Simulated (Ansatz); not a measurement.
Input and output for fcc Ni (110), 4 layers: DFT, PBE, PAW with Ansatz's default frozen-core files, scalar-relativistic (Ansatz 0.2.0).

The slab is cut from a bulk crystal relaxed on PAW files (its atoms may have been relaxed since).

Command: `ansatz run input.yaml --threads 2 --pin off --max-ram 6144MiB --backend cpu --events-out ev --progress --plain --runs-dir out` It took 41 s on 2 threads of Intel(R) Xeon(R) Platinum 8488C (Sapphire Rapids), on a shared host, peak memory 0.8 GiB.

```yaml
crystal:
  lattice:
    - [2.4880369258, 0.0, 0.0]
    - [0.0, 3.5186155641, 0.0]
    - [0.0, 0.0, 19.7321]
  atoms:
    - { symbol: Ni, position: [0.25, 0.25, 0.4054318753], spin: 1.0 }
    - { symbol: Ni, position: [0.75, 0.75, 0.4684772915], spin: 1.0 }
    - { symbol: Ni, position: [0.25, 0.25, 0.5315227081], spin: 1.0 }
    - { symbol: Ni, position: [0.75, 0.75, 0.5945681247], spin: 1.0 }
magnetization:
  spin_polarized: true
kpoints:
  mp_grid: { grid: [15, 10, 1] }
scf:
  occupations: { method: fermi_dirac, width: 0.05 }
hamiltonian:
  xc: pbe
  pseudopotentials: { kind: paw }
output:
  forces: true
  stress: true
  eigenvalues: true
  populations: true
efield:
  axis: 3
  amplitude: 0
  dipole_correction: true
```

Output:

```
Engine: ansatz 0.2.0
Pseudopotentials: kind: paw
Pseudopotential: Ni, paw, valence charge 18, recommended cutoff 420 eV (normal), Ni.paw.azcp
Functional definition: PBE
  parameter kappa = 0.804
  parameter beta = 0.06672455060314922
  exchange = pbe_x(kappa = kappa, mu = beta*pi^2/3)
  correlation = pbe_c(beta = beta)
Crystal: 4 atoms, lattice volume = 172.744 Å³
Basis set: ecut = 420 eV, 3375 PW (Γ), exchange–correlation on 36×48×270 points (8 copies of the dense FFT grid, shifted against one another)
Bands: 46, of which v1, the nominal top of the filled ones, is band 36 counted from 1 (35 counted from 0)
Symmetry: 4 space group operations
k-points: 48 of 150
Non-local potential: Ni, projectors of the file, l = 0: 3, l = 1: 2, l = 2: 3, l = 3: 1
PAW form: soft (Blöchl's): semilocal exchange-correlation on the pseudo side does not see the compensation charge
PAW one-centre angular grid: Ni, 590 points (default); XC on 64 Gauss nodes
Initial density: superposition of atomic densities (neutral atoms: chi_scale 0, normalization atom)
Starting moments: Σ|m| = 4 μB on 4 of 4 sites
Initial wavefunctions: pseudopotential atomic-orbital guess
Functional: x = pbe(κ = 0.804, μ = 0.2195149727645171), c = pbe(β = 0.06672455060314922)
SCF iter   1: F=—  HF=-23352.467992 eV  |F-HF|=—  |Δ(HF+E_count)|=         —  Δρ=1.50e-2 (↑1.48e-2 ↓1.50e-2)  dr2=4.45e0  dr2_m=1.01e-1  M=3.576 μB ∫|m|=3.793 μB  β_m=1.00  ethr=3.10e-3  p=0.000 e·Å  D=5.13e-13 V/Å  ΔV_dip=-0.00 eV  dr2_dipole=4.75e-8  V_vac-E_F(+/−)=6.86/6.86 eV  ⟨swp⟩=11.7  Hψ=23357  notcnv=0  defer=27
Mixer restart at iter 1: flushing history
efield: sawtooth ramp at fractional position 0.9500 (placed from the atoms, in the widest stretch of the axis that holds none; the zero of the levels goes with the place), width 0.1000; the density the first Hamiltonian is built on has a dipole p = 0.000 e·Å; the dipole correction subtracts the counter field D = 5.13e-13 V/Å, which shifts the + side's vacuum level by -0.00 eV against the − side's; the planar-averaged density in the ramp window peaks in size at 1.9e-5 e/Å³
preconditioner: auto → LDOS  [metal: Δε(μ)=0.001 eV  Ē_g=7.047 eV  σ=0.050 eV  W_gap=0.01  n_scr=32 (ndim 8)  ℏωp=17.9 eV  f_vac=0.648  D(μ)=10.42/eV (n_scr^D=108)]
spin=Collinear: LDOS preconditioning applied to the charge; magnetization (m = ρ↑ − ρ↓) channel mixes plain (no charge-response kernel on spin).
SCF iter   2: F=—  HF=-23353.145905 eV  |F-HF|=—  |Δ(HF+E_count)|=   6.78e-1  Δρ=1.45e-2 (↑9.59e-3 ↓1.45e-2)  dr2=1.32e0  dr2_m=1.54e-2  M=3.296 μB ∫|m|=3.692 μB  β_m=0.35  ethr=3.10e-3  p=-0.000 e·Å  D=-5.52e-6 V/Å  ΔV_dip=0.00 eV  dr2_dipole=1.51e-8  V_vac-E_F(+/−)=5.97/5.97 eV  ⟨swp⟩=2.7  Hψ=7706  notcnv=0  defer=233
density mixer auto → msr1: a metal under ldos (density of states about μ 3.51 of a free-electron gas's, 32 screened modes)
SCF iter   3: F=—  HF=-23354.809621 eV  |F-HF|=—  |Δ(HF+E_count)|=    1.66e0  Δρ=7.88e-3 (↑4.23e-3 ↓7.88e-3)  dr2=1.97e-1  dr2_m=3.37e-2  M=3.220 μB ∫|m|=3.653 μB  β_m=0.45  ethr=1.83e-3  p=-0.000 e·Å  D=-2.30e-5 V/Å  ΔV_dip=0.00 eV  dr2_dipole=3.81e-8  V_vac-E_F(+/−)=5.35/5.35 eV  ⟨swp⟩=2.9  Hψ=7124  notcnv=0  defer=234
SCF iter   4: F=—  HF=-23355.846238 eV  |F-HF|=—  |Δ(HF+E_count)|=    1.04e0  Δρ=1.15e-2 (↑2.59e-3 ↓1.15e-2)  dr2=1.76e-1  dr2_m=5.29e-2  M=3.012 μB ∫|m|=3.457 μB  β_m=0.73  ethr=2.74e-4  p=-0.000 e·Å  D=-1.91e-5 V/Å  ΔV_dip=0.00 eV  dr2_dipole=4.50e-9  V_vac-E_F(+/−)=4.93/4.93 eV  ⟨swp⟩=3.4  Hψ=7524  notcnv=0  defer=225
SCF iter   5: F=—  HF=-23356.306316 eV  |F-HF|=—  |Δ(HF+E_count)|=   4.60e-1  Δρ=6.08e-3 (↑2.66e-3 ↓6.08e-3)  dr2=6.89e-2  dr2_m=1.09e-2  M=2.866 μB ∫|m|=3.279 μB  β_m=0.71  ethr=2.44e-4  p=-0.000 e·Å  D=-4.13e-5 V/Å  ΔV_dip=0.00 eV  dr2_dipole=1.42e-7  V_vac-E_F(+/−)=4.58/4.58 eV  ⟨swp⟩=4.1  Hψ=9102  notcnv=0  defer=231
SCF iter   6: F=—  HF=-23356.294160 eV  |F-HF|=—  |Δ(HF+E_count)|=   1.22e-2  Δρ=2.23e-3 (↑6.72e-4 ↓2.23e-3)  dr2=9.64e-3  dr2_m=1.50e-3  M=2.833 μB ∫|m|=3.239 μB  β_m=0.71  ethr=9.56e-5  p=-0.000 e·Å  D=-5.04e-6 V/Å  ΔV_dip=0.00 eV  dr2_dipole=1.39e-9  V_vac-E_F(+/−)=4.52/4.52 eV  ⟨swp⟩=2.7  Hψ=7547  notcnv=0  defer=241
SCF iter   7: F=—  HF=-23356.290883 eV  |F-HF|=—  |Δ(HF+E_count)|=   3.28e-3  Δρ=6.89e-4 (↑3.11e-4 ↓6.89e-4)  dr2=8.29e-4  dr2_m=1.71e-4  M=2.845 μB ∫|m|=3.253 μB  β_m=0.86  ethr=1.34e-5  p=-0.000 e·Å  D=-1.30e-5 V/Å  ΔV_dip=0.00 eV  dr2_dipole=1.23e-9  V_vac-E_F(+/−)=4.43/4.43 eV  ⟨swp⟩=2.0  Hψ=6932  notcnv=0  defer=241
SCF iter   8: F=—  HF=-23356.293039 eV  |F-HF|=—  |Δ(HF+E_count)|=   2.16e-3  Δρ=2.71e-4 (↑1.39e-4 ↓2.71e-4)  dr2=1.58e-4  dr2_m=5.24e-5  M=2.852 μB ∫|m|=3.262 μB  β_m=0.82  ethr=1.15e-6  p=0.000 e·Å  D=1.39e-5 V/Å  ΔV_dip=-0.00 eV  dr2_dipole=4.99e-11  V_vac-E_F(+/−)=4.43/4.43 eV  ⟨swp⟩=2.7  Hψ=8031  notcnv=0  defer=241
SCF iter   9: F=—  HF=-23356.293074 eV  |F-HF|=—  |Δ(HF+E_count)|=   3.43e-5  Δρ=8.79e-5 (↑3.62e-5 ↓8.79e-5)  dr2=1.69e-5  dr2_m=3.10e-6  M=2.853 μB ∫|m|=3.264 μB  β_m=0.84  ethr=2.19e-7  p=-0.000 e·Å  D=-1.79e-5 V/Å  ΔV_dip=0.00 eV  dr2_dipole=3.65e-10  V_vac-E_F(+/−)=4.42/4.42 eV  ⟨swp⟩=2.0  Hψ=6696  notcnv=0  defer=241
SCF iter  10: F=—  HF=-23356.293072 eV  |F-HF|=—  |Δ(HF+E_count)|=   1.32e-6  Δρ=6.01e-5 (↑3.07e-5 ↓6.01e-5)  dr2=7.61e-6  dr2_m=9.69e-7  M=2.853 μB ∫|m|=3.265 μB  β_m=0.68  ethr=2.35e-8  p=0.000 e·Å  D=3.05e-5 V/Å  ΔV_dip=-0.00 eV  dr2_dipole=5.99e-8  V_vac-E_F(+/−)=4.42/4.42 eV  ⟨swp⟩=2.0  Hψ=6721  notcnv=0  defer=241
SCF iter  11: F=—  HF=-23356.293071 eV  |F-HF|=—  |Δ(HF+E_count)|=   1.47e-6  Δρ=2.04e-5 (↑1.56e-5 ↓2.04e-5)  dr2=6.95e-7  dr2_m=3.67e-7  M=2.853 μB ∫|m|=3.265 μB  β_m=0.78  ethr=1.06e-8  p=-0.000 e·Å  D=-8.48e-6 V/Å  ΔV_dip=0.00 eV  dr2_dipole=3.38e-8  V_vac-E_F(+/−)=4.42/4.42 eV  ⟨swp⟩=2.0  Hψ=6466  notcnv=0  defer=241
SCF iter  12: F=—  HF=-23356.293072 eV  |F-HF|=—  |Δ(HF+E_count)|=   1.07e-6  Δρ=1.60e-5 (↑8.41e-6 ↓1.60e-5)  dr2=5.56e-7  dr2_m=4.08e-8  M=2.854 μB ∫|m|=3.265 μB  β_m=0.70  ethr=9.66e-10  p=0.000 e·Å  D=3.15e-6 V/Å  ΔV_dip=-0.00 eV  dr2_dipole=6.99e-9  V_vac-E_F(+/−)=4.42/4.42 eV  ⟨swp⟩=2.4  Hψ=7006  notcnv=0  defer=241
SCF iter  13: F=—  HF=-23356.293072 eV  |F-HF|=—  |Δ(HF+E_count)|=   9.88e-8  Δρ=4.22e-6 (↑1.55e-6 ↓4.22e-6)  dr2=2.43e-8  dr2_m=6.06e-9  M=2.854 μB ∫|m|=3.265 μB  β_m=0.72  ethr=7.72e-10  p=0.000 e·Å  D=9.99e-7 V/Å  ΔV_dip=-0.00 eV  dr2_dipole=3.49e-10  V_vac-E_F(+/−)=4.42/4.42 eV  ⟨swp⟩=2.0  Hψ=6304  notcnv=0  defer=241
SCF iter  14: F=-23356.293072 eV  HF=-23356.293072 eV  |F-HF|=3.07e-8  |Δ(HF+E_count)|=   1.44e-9  Δρ=4.00e-6 (↑1.66e-6 ↓4.00e-6)  dr2=3.50e-8  dr2_m=3.25e-9  M=2.854 μB ∫|m|=3.265 μB  ethr=3.37e-11  p=-0.000 e·Å  D=-7.75e-7 V/Å  ΔV_dip=0.00 eV  dr2_dipole=8.39e-11  V_vac-E_F(+/−)=4.42/4.42 eV  ⟨swp⟩=11.8  Hψ=21592  notcnv=0
SCF 1 converged in 14 iterations: F = -23356.293072 eV  dr2 = 3.50e-8
  greatest PAW one-centre occupation: 1.001 electrons in one spin orbital (limit 2), on the Ni atom at site 0 (counted from 0), in its partial waves of l = 1
SCF converged after 14 iterations
Magnetization: 2.8536 μB (37.4268 up, 34.5732 down)
Absolute magnetization: 3.2679 μB (∫|ρ↑−ρ↓|, with the PAW one-centre terms)
Spin contamination: 0.0435 ħ² per cell (⟨S²⟩ above its minimum at these occupations)
[... lines left out ...]
Entropy (-TS):   -0.075847 eV (-18.962 meV/atom)
Fermi energy:    1.334702 eV
Dipole field:    D = -0.000014 V/Å  (p = -0.000013 e·Å, saw-weighted, corrected)
Work function:   Φ+ = 4.4159 eV   Φ− = 4.4156 eV
Levels:          The Fermi level and band energies are counted from a zero that moves with the ramp; work functions are not
--- Per-component energies (eV) ---
  E_band       = -2328.724493
  E_kinetic    = 1124.150813
  E_local      = -113840.702119  (includes V_loc(G=0)·N_el)
  E_nonlocal   = 2555.043541
  E_hartree    = 55190.917718
  E_xc         = -333.211456
  E_vxc        = -429.131386  (∫ρ·V_xc dr)
  E_paw        = -6529.284493  (= ΣΔE_a)
  E_vpaw       = -2119.933937  (= ΣTr[D̂ρ^β])
  E_aug_tail   = 0.002024  (compensation charges beyond the density's cutoff)
  E_efield     = 0.000000  (sawtooth field / dipole correction)
  E_vefield    = 0.000000  (∫n·V_field dr)
  E_ewald      = 38476.866748
  E_smearing   = -0.075847  (= −TS)
  E_closure    = 0.000000  (closes the sum)
  Σ components = -23356.293072   (vs F -23356.293072, Δ=0.00e0)
--- Forces (eV/Å), atoms counted from 1 ---
  atom   1  Ni    -0.00000000    -0.00000000     0.59092198
  atom   2  Ni    -0.00000000     0.00000000    -0.25115636
  atom   3  Ni     0.00000000     0.00000000     0.25112831
  atom   4  Ni     0.00000000     0.00000000    -0.59088020
  max |Σ_I F_I| component: 1.37e-5 eV/Å
--- Stress (GPa, compression-positive) ---
       -2.578226       0.000000       0.000000
        0.000000      -2.930135      -0.000000
        0.000000      -0.000000      -1.755164
  P = ⅓ Tr σ = -2.4212 GPa (-24.212 kbar)
--- Band table (eV; the first three rows and the last of 96) ---
  k-point 0 ↑: bands = ["-102.3252", "-102.3027", "-101.9165", "-101.9162", "-62.7738", "-62.6804", "-62.6710", "-62.6696", "-62.6391", "-62.6342", "-62.4124", "-62.4119", "-62.2575", "-62.2574", "-62.2043", "-62.1987", "-6.5636", "-3.8948", "-2.7896", "-2.2989", "-2.1479", "-1.4386", "-1.3616", "-1.2759", "-0.8997", "-0.8797", "-0.8603", "-0.5228", "-0.1861", "-0.1387", "-0.0779", "0.0559", "0.2672", "0.3924", "0.4583", "0.4707", "0.6966", "0.7724", "1.2723", "3.8315", "5.4322", "5.4703", "6.2220", "6.5040", "8.5515", "8.6883"]
  k-point 1 ↑: bands = ["-102.3247", "-102.3033", "-101.9165", "-101.9162", "-62.7725", "-62.6866", "-62.6792", "-62.6558", "-62.6399", "-62.6341", "-62.4125", "-62.4120", "-62.2578", "-62.2575", "-62.2038", "-62.1987", "-6.4397", "-3.8238", "-2.7845", "-2.2578", "-2.2288", "-1.4248", "-1.3079", "-1.1737", "-0.8904", "-0.8643", "-0.8543", "-0.5620", "-0.3577", "-0.1132", "0.0381", "0.0404", "0.2989", "0.3695", "0.4281", "0.4853", "0.7077", "0.7639", "1.3239", "3.8942", "4.7025", "5.5466", "6.3286", "6.6056", "7.8371", "8.6410"]
  k-point 2 ↑: bands = ["-102.3230", "-102.3048", "-101.9166", "-101.9163", "-62.7688", "-62.7032", "-62.6759", "-62.6443", "-62.6424", "-62.6339", "-62.4129", "-62.4124", "-62.2589", "-62.2577", "-62.2026", "-62.1986", "-6.0747", "-3.6333", "-2.7925", "-2.3986", "-2.1434", "-1.3398", "-1.1432", "-1.1309", "-0.8576", "-0.8390", "-0.7005", "-0.6333", "-0.5259", "-0.1820", "-0.0222", "0.2037", "0.3212", "0.3260", "0.3572", "0.5395", "0.7343", "0.7460", "1.5034", "3.1952", "4.1195", "5.7452", "6.0733", "6.6240", "7.0392", "8.7496"]
  k-point 47 ↓: bands = ["-101.3966", "-101.3966", "-100.9520", "-100.9519", "-61.9104", "-61.9104", "-61.8033", "-61.8033", "-61.7712", "-61.7712", "-61.5232", "-61.5232", "-61.3437", "-61.3437", "-61.3071", "-61.3070", "-2.3106", "-2.3106", "-1.4556", "-1.4555", "-0.8627", "-0.8627", "-0.6890", "-0.6890", "-0.4050", "-0.4050", "0.1064", "0.1064", "0.9010", "0.9010", "0.9074", "0.9074", "1.5421", "1.5421", "1.6396", "1.6396", "2.8718", "2.8718", "6.2000", "6.2000", "7.8720", "7.8720", "9.1448", "9.1448", "9.6312", "9.6312"]
--- Löwdin populations: 4 sites ---
  site symbol       q [e]    m [muB]
     0     Ni     17.8007     0.7876
     1     Ni     17.7870     0.7092
     2     Ni     17.7870     0.7092
     3     Ni     17.8007     0.7876
  spilling = 0.011454 (of n_electrons = 72.000000)
```

populations.tsv:

```
# site	symbol	l	j	q_up	q_dn
# orbitals = lowdin
# n_electrons = 72.000000
# spilling = 0.011454
0	Ni	0_3S	-	0.998888	0.998930
0	Ni	0_4S	-	0.470001	0.473070
0	Ni	1_3P	-	2.998939	2.998832
0	Ni	2_3D	-	4.826316	4.035677
1	Ni	0_3S	-	0.998167	0.998234
1	Ni	0_4S	-	0.473062	0.488207
1	Ni	1_3P	-	2.999219	2.999154
1	Ni	2_3D	-	4.777654	4.053287
2	Ni	0_3S	-	0.998167	0.998234
2	Ni	0_4S	-	0.473061	0.488206
2	Ni	1_3P	-	2.999219	2.999154
2	Ni	2_3D	-	4.777655	4.053295
3	Ni	0_3S	-	0.998888	0.998930
3	Ni	0_4S	-	0.469998	0.473067
3	Ni	1_3P	-	2.998939	2.998832
3	Ni	2_3D	-	4.826319	4.035699
```

Next run (atoms relaxed), as changes to the input before:

```diff
   eigenvalues: true
-  populations: true
+  write_density: true
+  write_potential: true
+  elf: true
+  volumetric_format: npy
+relax:
+  f_tol: 0.01
+  max_steps: 40
 efield:
```

Command: `ansatz run input.yaml --threads 2 --pin off --max-ram 6144MiB --backend cpu --events-out ev --progress --plain --runs-dir out` It took 2.9 min on 2 threads of Intel(R) Xeon(R) Platinum 8488C (Sapphire Rapids), with other jobs on the host, peak memory 0.84 GiB.

Results part of the output:

```
Warning: output.stress: scf.convergence.dr2_threshold = 1e-7 eV (the SCF's general default) is looser than the 4e-10 eV advised for a printed stress (1e-10 eV for each atom of the cell: 4). What an SCF threshold leaves in a stress goes as its square root, and in the free energy as the threshold itself, and one threshold admits the most on a small cell: of the crystals measured, under no hybrid fun
WARN: The output density's exchange-correlation potential varies sharply where the density is thin. Do not read a vacuum level from v_tot or v_xc, or from such a field of the output density. On a cell that repeats whose density bears no net charge and no dipole along the vacuum's axis use v_es (v_loc + v_h of the components); under efield.dipole_correction with no amplitude use v_es + v_field, which holds any external_charges[].barrier, or the levels of the report's work_function block, which leave it out; under a non-zero efield.amplitude the vacuum is tilted and has no level; on a cell that repeats and bears such a dipole with no correction it is tilted too, and efield.dipole_correction with no amplitude gives each side of its ramp a level where efield: is served; in a cell that repeats whose density bears a net charge (total_charge, or a fill off its count) it is curved and has none; of a slab under crystal.periodic whose density bears no net charge use v_es, which has a level on each side, short of where the two are joined; of another it falls or rises all the way out and has none; of a slab beside external_charges read slab_vacuum_level instead, which it has where they leave it neutral. The grid or the basis barely resolves most such structure, and the values can differ between equally converged runs; as a rule a tighter scf.convergence.dr2_threshold does not remove it. Where the density itself ripples (under the LDA too) a higher basis.ecutwfc lessens it. The files hold the spikes' plane waves up to the density's cutoff. Files: v_tot_of_output_density and the like, and their columns of v_z.tsv (output.write_potential); v_xc_of_output_density and the like, and their columns of v_comp_z.tsv (output.write_potential_components). Measured: with its Gaussian average of σ = 0.25 Å subtracted twice, the exchange-correlation potential is over 0.1 eV at 92 of the grid points where the equally averaged density (valence and model cores) is under 1e-3 e/Å³, and 0.256 eV at the most among them, at an averaged density of 6.0e-9 e/Å³. The input density's (outcome.potential() and, of a run that writes arrays, v_tot and v_xc) is over 0.1 eV, so measured, at 68 points of its own thin density, 0.260 eV at the most. See output.write_potential in the manual, Limitations
SCF converged after 7 iterations
Magnetization: 2.8508 μB (37.4254 up, 34.5746 down)
Absolute magnetization: 3.2459 μB (∫|ρ↑−ρ↓|, with the PAW one-centre terms)
Spin contamination: 0.0408 ħ² per cell (⟨S²⟩ above its minimum at these occupations)
Per-site moments (μB) at R_I (Å): [(0.7879467076033874, 0.9981125533618065), (0.7134294676506682, 0.9981125533618065), (0.7134210122897214, 0.9981120052215957), (0.7879328828351895, 0.9981120052215957)]
[... lines left out ...]
--- Relaxed structure (5 steps of the walk, 5 accepted, 0 SCFs on fresh bases) ---
  F+E_penalty+E_count = -23356.36595782 eV   max|allowed force component| = 1.079e-3 eV/Å
  atoms:
    - { symbol: Ni, position: [0.25, 0.25000000000000006, 0.41071407158262735] }
    - { symbol: Ni, position: [0.7500000000000001, 0.7500000000000002, 0.4665078090443582] }
    - { symbol: Ni, position: [0.25, 0.25000000000000006, 0.5334922647607446] }
    - { symbol: Ni, position: [0.7500000000000001, 0.7500000000000002, 0.5892858542122701] }
```

Next run (field of 0.5 V/Å along the normal), as changes to the input before:

```diff
   atoms:
-    - { symbol: Ni, position: [0.25, 0.25, 0.4054318753], spin: 1.0 }
-    - { symbol: Ni, position: [0.75, 0.75, 0.4684772915], spin: 1.0 }
-    - { symbol: Ni, position: [0.25, 0.25, 0.5315227081], spin: 1.0 }
-    - { symbol: Ni, position: [0.75, 0.75, 0.5945681247], spin: 1.0 }
+    - { symbol: Ni, position: [0.25, 0.25, 0.4107140716], spin: 1.0 }
+    - { symbol: Ni, position: [0.75, 0.75, 0.466507809], spin: 1.0 }
+    - { symbol: Ni, position: [0.25, 0.25, 0.5334922648], spin: 1.0 }
+    - { symbol: Ni, position: [0.75, 0.75, 0.5892858542], spin: 1.0 }
 magnetization:
   eigenvalues: true
-  write_density: true
-  write_potential: true
-  elf: true
-  volumetric_format: npy
-relax:
-  f_tol: 0.01
-  max_steps: 40
 efield:
   axis: 3
-  amplitude: 0
+  amplitude: 0.5
   dipole_correction: true
```

Command: `ansatz run input.yaml --threads 2 --pin off --max-ram 6144MiB --backend cpu --events-out ev --progress --plain --runs-dir out` It took 44 s on 2 threads of Intel(R) Xeon(R) Platinum 8488C (Sapphire Rapids) (shared host), peak memory 0.81 GiB.

Results part of the output:

```
SCF 1 converged in 15 iterations: F = -23356.405301 eV  dr2 = 3.37e-8
  greatest PAW one-centre occupation: 1.001 electrons in one spin orbital (limit 2), on the Ni atom at site 3 (counted from 0), in its partial waves of l = 1
SCF converged after 15 iterations
Magnetization: 2.8516 μB (37.4258 up, 34.5742 down)
Absolute magnetization: 3.2479 μB (∫|ρ↑−ρ↓|, with the PAW one-centre terms)
Spin contamination: 0.0412 ħ² per cell (⟨S²⟩ above its minimum at these occupations)
Per-site moments (μB) at R_I (Å): [(0.7836738009313059, 0.9981125531331927), (0.7124803683066088, 0.9981125531331927), (0.7148331176179225, 0.998112005030777), (0.7931365667359617, 0.998112005030777)]
Free energy (F): -23356.405301 eV
Harris-Foulkes:  -23356.405301 eV  (|F-HF|=2.93e-8)
Internal energy: -23356.336213 eV  (E = F + TS)
E sigma→0 (E₀):  -23356.370757 eV
Entropy (-TS):   -0.069087 eV (-17.272 meV/atom)
Fermi energy:    1.281283 eV
Dipole field:    D = 0.165080 V/Å  (p = 0.157593 e·Å, saw-weighted, corrected)
Work function:   not extracted (applied field tilts the vacuum); planar V_es + V_field profile in the machine report
Levels:          The Fermi level and band energies are counted from a zero that moves with the ramp; work functions are not
--- Per-component energies (eV) ---
[... lines left out ...]
  Σ components = -23356.405301   (vs F -23356.405301, Δ=0.00e0)
--- Forces (eV/Å), atoms counted from 1 ---
  atom   1  Ni    -0.00000000     0.00000000    -0.01604712
  atom   2  Ni     0.00000000    -0.00000000     0.01120664
  atom   3  Ni    -0.00000000     0.00000000     0.00732595
  atom   4  Ni    -0.00000000     0.00000000    -0.00250260
  max |Σ_I F_I| component: 1.71e-5 eV/Å
--- Stress (GPa, compression-positive) ---
       -1.654878      -0.000000       0.000000
       -0.000000      -1.147335      -0.000000
        0.000000      -0.000000       0.020236
  P = ⅓ Tr σ = -0.9273 GPa (-9.273 kbar)
--- Band table (eV; the first three rows and the last of 96) ---
  k-point 0 ↑: bands = ["-102.4059", "-102.3836", "-102.0757", "-102.0595", "-62.8569", "-62.7730", "-62.7720", "-62.7431", "-62.7330", "-62.7089", "-62.5464", "-62.5375", "-62.4294", "-62.4203", "-62.3600", "-62.3280", "-6.7718", "-4.0810", "-2.9902", "-2.4287", "-2.2953", "-1.6087", "-1.5158", "-1.3245", "-1.0544", "-0.9778", "-0.8776", "-0.6798", "-0.5126", "-0.2400", "-0.1848", "-0.0928", "0.1405", "0.2563", "0.2937", "0.4670", "0.5884", "0.7675", "1.2778", "3.8381", "4.5494", "5.2786", "6.0650", "7.0780", "8.7578", "9.0164"]
  k-point 1 ↑: bands = ["-102.4055", "-102.3839", "-102.0758", "-102.0596", "-62.8553", "-62.7882", "-62.7584", "-62.7419", "-62.7331", "-62.7092", "-62.5469", "-62.5379", "-62.4301", "-62.4211", "-62.3593", "-62.3275", "-6.6477", "-4.0076", "-2.9836", "-2.4007", "-2.3694", "-1.6361", "-1.4695", "-1.2365", "-1.0386", "-0.9172", "-0.8828", "-0.6904", "-0.6199", "-0.2369", "-0.1250", "-0.1099", "0.1780", "0.2292", "0.2760", "0.4734", "0.6225", "0.7516", "1.3329", "3.9277", "4.5034", "4.6554", "6.1639", "7.1551", "7.8032", "8.8871"]
  k-point 2 ↑: bands = ["-102.4042", "-102.3847", "-102.0760", "-102.0598", "-62.8510", "-62.8031", "-62.7490", "-62.7383", "-62.7323", "-62.7104", "-62.5481", "-62.5391", "-62.4321", "-62.4227", "-62.3576", "-62.3264", "-6.2824", "-3.8104", "-2.9902", "-2.5422", "-2.3202", "-1.5740", "-1.3359", "-1.2802", "-0.9957", "-0.8822", "-0.7669", "-0.6839", "-0.6581", "-0.3493", "-0.2148", "0.0813", "0.1660", "0.2340", "0.2536", "0.4930", "0.6870", "0.7143", "1.5216", "3.0511", "4.1986", "4.8975", "5.8141", "6.5693", "7.5150", "8.9890"]
  k-point 47 ↓: bands = ["-101.4953", "-101.4807", "-101.0988", "-101.0936", "-61.9989", "-61.9967", "-61.9154", "-61.9080", "-61.8803", "-61.8593", "-61.6490", "-61.6477", "-61.5042", "-61.5015", "-61.4460", "-61.4337", "-2.4912", "-2.4885", "-1.6516", "-1.6420", "-1.1126", "-1.1115", "-0.8215", "-0.8081", "-0.4918", "-0.4860", "-0.0591", "-0.0550", "0.6949", "0.7027", "0.7835", "0.7850", "1.4739", "1.4755", "1.5712", "1.5783", "2.7072", "2.7109", "6.1303", "6.1458", "7.8282", "7.8339", "9.0900", "9.2013", "9.6948", "9.7233"]
```

Other magnetic orders may lie lower.
